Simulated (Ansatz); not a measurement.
Input file of a DFT run on EuMn3 with Ansatz:

```yaml
crystal:
  lattice:
    - [4.1992630763, 0.0, 0.0]
    - [0.0, 4.1992630763, 0.0]
    - [0.0, 0.0, 4.1992630763]
  atoms:
    - { symbol: Eu, position: [0.0, 0.0, 0.0], spin: 0.5 }
    - { symbol: Mn, position: [0.0, 0.5, 0.5], spin: 0.5 }
    - { symbol: Mn, position: [0.5, 0.5, 0.0], spin: 0.5 }
    - { symbol: Mn, position: [0.5, 0.0, 0.5], spin: 0.5 }
basis:
  ecutwfc: 420
  ecutrho_ratio: 4
kpoints:
  mp_grid: { grid: [8, 8, 8] }
hamiltonian:
  xc: pbe
  hubbard: { sites: [{ species: Eu, l: f, u_eff: 6.0 }] }
scf:
  occupations: { method: gaussian, width: 0.05 }
  lower_state_search: "off"
output:
  forces: true
  stress: true
  eigenvalues: true
  populations: true
  hubbard: { sites: [{ species: Eu, l: f }] }
magnetization:
  spin_polarized: true
checkpoint:
  read: start.run
```

Launched as:
```sh
ansatz run input.yaml --threads 2 --pin off --max-ram 2662MiB --backend cpu --events-out ev --progress --plain --runs-dir out
```

The folder start.run holds the converged state of an earlier run on the same cell, on a coarser mesh; the run starts from that state's density and uses only the symmetry operations that the state has.

The start was a prototype's sites filled with these elements, not a measured cell.

Q: Before reading the output: what should come out?

A: Pressure 0.0 GPa, gap on the mesh zero (metallic), site spin moments Eu 6.84; Mn -3.54 μB (PBE+U, scalar-relativistic).

Output, machine lines left out:

```
Eu: projections on atomic orbitals take those of the free atom [Kr 4d10] 4f7 5s2 5p6 5d0 6s2, of charge +0.00 (hamiltonian.pseudopotentials.projection_atoms); the dataset's partial waves leave at most 1.0e-3 of an orbital's norm unspanned inside its sphere
Mn: projections on atomic orbitals take those of the free atom [Ne] 3s2 3p6 3d5 4s2, of charge +0.00 (hamiltonian.pseudopotentials.projection_atoms); the dataset's partial waves leave at most 9.0e-7 of an orbital's norm unspanned inside its sphere
Pseudopotentials: kind: paw
Pseudopotential: Eu, paw, valence charge 17, recommended cutoff 420 eV (normal), Eu.paw.azcp
Pseudopotential: Mn, paw, valence charge 15, recommended cutoff 420 eV (normal), Mn.paw.azcp
Crystal: 4 atoms, lattice volume = 74.049 Å³
Basis set: ecut = 420 eV, 1419 PW (Γ), exchange–correlation on 60×60×60 points (8 copies of the dense FFT grid, shifted against one another)
Bands: 39, of which v1, the nominal top of the filled ones, is band 31 counted from 1 (30 counted from 0)
Symmetry: 48 space group operations
Space group: Pm-3m (ITA 221), of the structure as read, at distance tolerance 4.2e-5 Å
Magnetic group: BNS 221.92 (UNI 1594), of the structure as read, at distance tolerance 4.2e-5 Å
k-points: 35 of 512
Initial density: read from a saved state, or passed on in memory by an earlier SCF of this step, an earlier step, the calling program or the single point that the run made first
Starting moments: Σ|m| = 2 μB on 4 of 4 sites; this step starts from the density that it was given
Initial wavefunctions: pseudopotential atomic-orbital guess
Functional: x = pbe(κ = 0.804, μ = 0.21951), c = pbe(β = 0.06672)
iter 1 solved again at ethr=4.84e-5 eV; its pass at ethr=3.10e-3 eV (dr2=3.00e-2 eV) is discarded
```

```
SCF iter   1: F=—  HF=-20460.092694 eV  |F-HF|=—  |Δ(HF+E_count)|=         —  Δρ=6.11e-3 (↑6.11e-3 ↓1.93e-3)  dr2=3.01e-2  dr2_m=9.14e-3  M=-3.545 μB ∫|m|=17.893 μB  β_m=0.30  ethr=4.84e-5  ⟨swp⟩=2.1  Hψ=16433  notcnv=0
SCF iter   2: F=—  HF=-20460.093613 eV  |F-HF|=—  |Δ(HF+E_count)|=   9.19e-4  Δρ=4.12e-3 (↑4.12e-3 ↓2.38e-3)  dr2=1.36e-2  dr2_m=5.77e-3  M=-3.557 μB ∫|m|=17.900 μB  β_m=0.62  ethr=4.84e-5  ⟨swp⟩=2.0  Hψ=3446  notcnv=0
SCF iter   3: F=—  HF=-20460.097202 eV  |F-HF|=—  |Δ(HF+E_count)|=   3.59e-3  Δρ=2.19e-3 (↑2.19e-3 ↓1.21e-3)  dr2=9.83e-3  dr2_m=3.37e-4  M=-3.603 μB ∫|m|=17.936 μB  β_m=0.56  ethr=2.20e-5  ⟨swp⟩=2.4  Hψ=4872  notcnv=0
SCF iter   4: F=—  HF=-20460.096235 eV  |F-HF|=—  |Δ(HF+E_count)|=   9.67e-4  Δρ=9.08e-4 (↑9.08e-4 ↓3.72e-4)  dr2=1.04e-3  dr2_m=1.02e-4  M=-3.616 μB ∫|m|=17.930 μB  β_m=0.51  ethr=1.59e-5  ⟨swp⟩=2.2  Hψ=4272  notcnv=0
SCF iter   5: F=—  HF=-20460.096086 eV  |F-HF|=—  |Δ(HF+E_count)|=   1.49e-4  Δρ=4.66e-4 (↑4.66e-4 ↓2.54e-4)  dr2=2.76e-4  dr2_m=4.12e-5  M=-3.616 μB ∫|m|=17.937 μB  β_m=0.64  ethr=1.68e-6  ⟨swp⟩=2.1  Hψ=3920  notcnv=0
SCF iter   6: F=—  HF=-20460.096066 eV  |F-HF|=—  |Δ(HF+E_count)|=   2.02e-5  Δρ=1.91e-4 (↑1.21e-4 ↓1.91e-4)  dr2=5.76e-5  dr2_m=4.64e-6  M=-3.615 μB ∫|m|=17.932 μB  β_m=0.72  ethr=4.45e-7  ⟨swp⟩=2.1  Hψ=3951  notcnv=0
SCF iter   7: F=—  HF=-20460.096059 eV  |F-HF|=—  |Δ(HF+E_count)|=   6.54e-6  Δρ=6.73e-5 (↑6.73e-5 ↓5.24e-5)  dr2=5.79e-6  dr2_m=7.84e-7  M=-3.615 μB ∫|m|=17.929 μB  β_m=0.86  ethr=9.28e-8  ⟨swp⟩=2.0  Hψ=3868  notcnv=0
SCF iter   8: F=—  HF=-20460.096060 eV  |F-HF|=—  |Δ(HF+E_count)|=   9.28e-7  Δρ=1.42e-5 (↑1.42e-5 ↓1.05e-5)  dr2=4.42e-7  dr2_m=9.38e-9  M=-3.614 μB ∫|m|=17.928 μB  β_m=0.93  ethr=9.34e-9  ⟨swp⟩=2.0  Hψ=4405  notcnv=0
SCF iter   9: F=-20460.096060 eV  HF=-20460.096060 eV  |F-HF|=1.60e-8  |Δ(HF+E_count)|=   1.14e-8  Δρ=3.15e-6 (↑3.15e-6 ↓1.89e-6)  dr2=2.21e-8  dr2_m=1.13e-9  M=-3.614 μB ∫|m|=17.928 μB  ethr=1.61e-10  ⟨swp⟩=6.6  Hψ=12131  notcnv=0
```

```
SCF 1 converged in 9 iterations: F = -20460.096060 eV  dr2 = 2.21e-8
SCF converged after 9 iterations
Magnetization: -3.6144 μB (29.1928 up, 32.8072 down)
Absolute magnetization: 17.9275 μB (∫|ρ↑−ρ↓|, with the PAW one-centre terms)
Per-site moments (μB) at R_I (Å): [(6.83870, 1.22485), (-3.54475, 1.22485), (-3.54475, 1.22485), (-3.54475, 1.22485)]
Free energy (F): -20460.096060 eV
E sigma→0 (E₀):  -20460.092551 eV
Entropy (-TS):   -0.007018 eV (-1.755 meV/atom)
Fermi energy:    13.759578 eV
--- Forces (eV/Å), atoms counted from 1 ---
  atom   1  Eu     0.00000000     0.00000000     0.00000000
  atom   2  Mn     0.00000000     0.00000000     0.00000000
  atom   3  Mn     0.00000000     0.00000000     0.00000000
  atom   4  Mn     0.00000000     0.00000000     0.00000000
--- Stress (GPa, compression-positive) ---
       -0.032070       0.000000       0.000000
        0.000000      -0.032070       0.000000
        0.000000       0.000000      -0.032070
  P = ⅓ Tr σ = -0.0321 GPa (-0.321 kbar)
--- Löwdin populations: 4 sites ---
  site symbol       q [e]    m [muB]
     0     Eu     18.3395     7.5127
     1     Mn     14.4244    -3.7182
     2     Mn     14.4244    -3.7182
     3     Mn     14.4244    -3.7182
--- Occupation matrices: 1 shell (run DFT+U table (all-electron-ortho-atomic); ε = 5.40e-4) ---
  Eu0 f_4F up     Tr n = 6.8341  λ = 0.953 0.974 0.974 0.974 0.986 0.986 0.986
  Eu0 f_4F dn     Tr n = 0.0233  λ = 0.003 0.003 0.003 0.003 0.003 0.003 0.005
```

Cost: 10 s on 2 threads of Arm Neoverse V2 (shared host), peak memory 0.54 GiB.

Total energies depend on the potentials used, so only differences within one code and one set of settings carry meaning.

Open d and f shells can converge to several self-consistent states; this is the one that the run reached. Scalar-relativistic only: spin–orbit splittings of the heavy atoms' levels are missing. Site moments are of spin, integrated over atomic spheres. A U of this size is made for insulators; in a metal, as here, it tends to take f weight out of the bonding and to swell the cell. The moments were started parallel, and the real magnetic order may be another.
